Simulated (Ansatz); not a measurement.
Input and output of a field-response calculation (clamped ions) on BaHfO3, cubic perovskite (the plane-wave code Ansatz, r2SCAN). The cell was relaxed with r2SCAN and then strained (isotropic +2.0 % on every length), with the atoms relaxed again with r2SCAN; k points keep the names of the unstrained zone.

input.yaml:
```yaml
crystal:
  lattice:
    - [4.2605999463, 0.0, 0.0]
    - [0.0, 4.2605999463, 0.0]
    - [0.0, 0.0, 4.2605999463]
  atoms:
    - { symbol: Ba, position: [0.0, 0.0, 0.0] }
    - { symbol: Hf, position: [0.5, 0.5, 0.5] }
    - { symbol: O, position: [0.5, 0.5, 0.0] }
    - { symbol: O, position: [0.5, 0.0, 0.5] }
    - { symbol: O, position: [0.0, 0.5, 0.5] }
kpoints:
  mp_grid: { grid: [6, 6, 6] }
hamiltonian:
  xc: r2scan
scf:
  occupations: { method: fixed }
dielectric: {}
```

Question: What wall time did it need on 1 × NVIDIA H100 80GB HBM3 with 2 threads of AMD EPYC 7R13 Processor (Zen 3), on a shared host, and what peak of host memory did it reach?

Answer: About 56 s, with a peak of 2 GiB.

What the program printed (shortened):
```
Functional definition: r2SCAN
Crystal: 5 atoms, lattice volume = 77.341 Å³
Basis set: ecut = 500 eV, 1935 PW (Γ)
Bands: 33, of which v1, the nominal top of the filled ones, is band 27 counted from 1 (26 counted from 0)
Symmetry: 48 space group operations
k-points: 40 of 216 (irreducible under 8 space group operations, time reversal used)
SCF iter   1: HF=-23413.520152 eV  Δρ=9.49e-3  dr2=7.89e-2
preconditioner: auto → Resta (q_TF=auto, 2.570 Å⁻¹)  ε∞=3.9  [insulator: Δε(μ)=4.222 eV  ℏωp=30.4 eV]
SCF iter   2: HF=-23413.610231 eV  Δρ=4.67e-3  dr2=1.10e-2
SCF iter   3: HF=-23413.609324 eV  Δρ=2.56e-3  dr2=2.73e-3
SCF iter   4: HF=-23413.609035 eV  Δρ=5.85e-4  dr2=3.53e-4
SCF iter   5: HF=-23413.608975 eV  Δρ=2.44e-4  dr2=2.41e-5
SCF iter   6: HF=-23413.608861 eV  Δρ=5.81e-5  dr2=2.47e-6
SCF iter   7: HF=-23413.609014 eV  Δρ=7.75e-6  dr2=3.52e-8
SCF iter   8: HF=-23413.609014 eV  Δρ=1.01e-6  dr2=6.60e-10
SCF iter   9: HF=-23413.609014 eV  Δρ=4.34e-7  dr2=1.58e-10
SCF iter  10: HF=-23413.609014 eV  Δρ=5.08e-8  dr2=1.89e-12
SCF 1 converged in 10 iterations: F = -23413.609014 eV  dr2 = 1.89e-12
SCF 1 converged in 4 iterations: F = -23413.569269 eV  dr2 = 1.72e-8
SCF converged after 10 iterations
Free energy (F): -23413.609014 eV
Fermi energy:    10.354626 eV
--- Band table (eV; the first three rows and the last of 40) ---
  k-point 0: bands = […, 9.4511, 9.4511, 9.4511, 10.1543, 10.1543, 10.1543, 14.4048, 14.4048, 14.4048, 15.5579, …]
  k-point 1: bands = […, 9.2390, 9.2390, 9.2930, 9.5741, 10.0488, 10.0488, 14.4952, 14.9714, 14.9714, 15.9457, …]
  k-point 2: bands = […, 8.8839, 8.8839, 8.9051, 9.0109, 9.8958, 9.8958, 14.7006, 16.1545, 16.1545, 16.7648, …]
  k-point 39: bands = […, 7.9071, 7.9071, 7.9071, 10.3546, 10.3546, 10.3546, 16.8556, 16.8556, 16.8556, 18.2096, …]
--- Dielectric response (ions clamped): 3 representative field directions + reference, inside a basis on a mesh of 216 k-points ---
  ε∞ (high-frequency dielectric tensor):
        4.313242     0.000000     0.000000
        0.000000     4.313242     0.000000
        0.000000     0.000000     4.313242
  Born effective charges Z* (e; rows j = field, columns β = displacement):
    site 0:
         2.70126    0.00000    0.00000
         0.00000    2.70126    0.00000
         0.00000    0.00000    2.70126
    site 1:
         5.75128    0.00000    0.00000
         0.00000    5.75128    0.00000
         0.00000    0.00000    5.75128
    site 2:
        -1.96469    0.00000    0.00000
         0.00000   -1.96469    0.00000
         0.00000    0.00000   -4.52317
    site 3:
        -1.96469    0.00000    0.00000
         0.00000   -4.52317    0.00000
         0.00000    0.00000   -1.96469
    site 4:
        -4.52317    0.00000    0.00000
         0.00000   -1.96469    0.00000
         0.00000    0.00000   -1.96469
  ε∞ is read to err by 1.3e-2, Z* by 2.9e-2 e
```

The rows of the band table are 0: (0, 0, 0) = Γ, 1: (0, 0, 1/6), 2: (0, 0, 1/3), 39: (-1/2, -1/2, -1/2) = R.

The electronic dielectric tensor ε∞ is 4.31 in all directions. Born charges, averaged over directions: Ba +2.70, Hf +5.75, O -2.82 e. The program notes that the ground state's band table doesn't vouch for all the bands that the response reads.

The values are computed, spin-unpolarised, and not measurements.

No spin-orbit coupling is included; it can move band edges with weight on the heavy atoms by tenths of an eV.
